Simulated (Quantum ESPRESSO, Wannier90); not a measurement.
## CsBr (rock salt): Wannier90 run

Cell from Materials Project (mp-571222), symmetrised, no further relaxation. Not found in the COD (Crystallography Open Database) copy used, which has the formula in other groups; not checked further. Computed values, not measurements, from PBEsol: Quantum ESPRESSO (norm-conserving PseudoDojo potentials, cutoff 40 Ry, no spin polarisation, no spin-orbit coupling) on a Γ-centred 8×8×8 mesh, then Wannier90. Density: 8×8×8 mesh, cold smearing 0.01 Ry. Spin-orbit coupling is left out although heavy elements are present.

```
begin unit_cell_cart
ang
    0.0000000000    3.6610350000    3.6610350000
    3.6610350000    0.0000000000    3.6610350000
    3.6610350000    3.6610350000    0.0000000000
end unit_cell_cart
mp_grid = 8 8 8
```

Neighbour vectors b of the finite-difference formula (Å⁻¹), by shell:

```json
[
 {"shell": "1", "b_x": "0.10726", "b_y": "0.10726", "b_z": "-0.10726"},
 {"shell": "1", "b_x": "0.10726", "b_y": "-0.10726", "b_z": "0.10726"},
 {"shell": "1", "b_x": "-0.10726", "b_y": "0.10726", "b_z": "0.10726"},
 {"shell": "1", "b_x": "0.10726", "b_y": "0.10726", "b_z": "0.10726"},
 {"shell": "1", "b_x": "-0.10726", "b_y": "-0.10726", "b_z": "0.10726"},
 {"shell": "1", "b_x": "-0.10726", "b_y": "0.10726", "b_z": "-0.10726"},
 {"shell": "1", "b_x": "0.10726", "b_y": "-0.10726", "b_z": "-0.10726"},
 {"shell": "1", "b_x": "-0.10726", "b_y": "-0.10726", "b_z": "-0.10726"}
]
```

Find the weights w_b from the completeness condition Σ_b w_b b_α b_β = δ_αβ.

Shell 1: Σ b_x² = 0.092, Σ b_y² = 0.092, Σ b_z² = 0.092 Å⁻²
Each of the three diagonal sums, weighted, has to give 1 and the off-diagonal ones 0, which holds for w_1 = 10.9 Å². Check on xx: 10.86×0.092 = 1.00.

On this mesh the 4 functions of bands 2,6-8 (valence bands; start: SCDM (isolated), conv_tol = 1.0e-6) end with spreads 1.6542, 1.6538, 1.6553, 1.6631 Å², Ω_I = 5.7571 Å² and Ω_D = 0.0000 Å².

Ω_total is the sum of the spreads, 6.626 Å². Ω_OD = Ω_total − Ω_I − Ω_D = 0.869 Å². Only (Ω_D + Ω_OD)/Ω_total = 13.1 % depends on the gauge, and another start could lower the total by that share at most. The rms radius is √(Ω_total/4) = 1.29 Å.
